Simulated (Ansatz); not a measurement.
SiC2:
Space group P4₂/mmc (No. 131); a = b = 3.1564 Å, c = 6.8696 Å, α = β = γ = 90.00°

```
atom  site  symmetry       x       y       z
----  ----  --------  ------  ------  ------
Si      2e      -4m2  0.0000  0.0000  0.2500
C       4i      2mm.  0.0000  0.5000  0.0992
```

Relaxed at zero pressure with PBEsol in the plane-wave PAW code Ansatz.

**Question.** The volume is raised by 9 % and shape and atoms relax at that volume. What pressure results, and how do the axes share the change?

**Answer.** -11.9 GPa; a 3.7 %, b 3.7 %, c 1.4 %; the energy rises by 41 meV/atom.

**Question.** Give the new structure.

**Answer.** 
Space group P4₂/mmc (No. 131); a = b = 3.2723 Å, c = 6.9665 Å, α = β = γ = 90.00°

| atom | site | symmetry | x | y | z |
|---|---|---|---|---|---|
| Si | 2e | -4m2 | 0.0000 | 0.0000 | 0.2500 |
| C | 4i | 2mm. | 0.0000 | 0.5000 | 0.0986 |

The phase is kept; no other phase was compared at this pressure.

Space group P4_2/mmc. The start of the workflow was typed in or built on a structure type; neither database checked (COD, Materials Project) lists it. Whether it is the stable phase at ambient conditions was not checked. The PBEsol relaxation kept the symmetry of its start; of distortions, only those at the zone centre were tested. Its formation energy is positive at this level, so the cell may be metastable or incomplete.

Potentials: the earlier of the program's two PAW sets.
